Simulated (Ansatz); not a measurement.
Input:

AlGaN2:
Space group P3m1 (No. 156); a = 3.1434 Å, b = 3.1434 Å, c = 5.0929 Å, α = 90.00°, β = 90.00°, γ = 120.00°

```json
[
 {"atom": "Al", "site": "1a", "symmetry": "3m.", "x": "0.0000", "y": "0.0000", "z": "0.9993"},
 {"atom": "Ga", "site": "1c", "symmetry": "3m.", "x": "0.6667", "y": "0.3333", "z": "0.4973"},
 {"atom": "N", "site": "1c", "symmetry": "3m.", "x": "0.6667", "y": "0.3333", "z": "0.1122"},
 {"atom": "N", "site": "1a", "symmetry": "3m.", "x": "0.0000", "y": "0.0000", "z": "0.6276"}
]
```

This is the r²SCAN-relaxed structure.

### Question
All from plane-wave PAW r²SCAN (Ansatz code), unless another level is named. Give the HSE06 gap on the r²SCAN cell.

### Answer
4.21 eV.

### Question
What about the electron effective mass?

### Answer
0.24 mₑ (isotropic).

### Question
Next, the valence-band maximum?

### Answer
at Γ.

### Question
What about the weight of the valence-edge state by species (Voronoi cells)?

### Answer
N 86 %, Ga 11 %, Al 3 %.

The workflow started from a Materials Project entry (that database holds measured and hypothetical structures alike); the Crystallography Open Database copy checked does not list it. With Al and Ga taken as one species the cell has the higher symmetry P6_3mc, so it may be an ordered model of a mixed-site phase. Its standing as an ambient phase is unchecked. Symmetry was held in the r²SCAN relaxation; whether a distortion lowers the energy is not shown. Spin–orbit coupling is left out wherever it is not named.

Potentials: the later of the program's two PAW sets.
